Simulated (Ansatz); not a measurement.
Q: Si2Ni (fluorite or antifluorite type, Fm-3m) is relaxed with r²SCAN (plane waves, PAW; program Ansatz). What lattice parameters of the conventional cell result?

A: a = 5.384 Å.

Q: Is it a metal or does it have a gap at this level?

A: No gap at this level.

The r²SCAN relaxation kept the symmetry of its start; phonons on a q-mesh show no instability. The workflow began spin-polarised and lost its moments.

Potentials: the later of the program's two PAW sets.
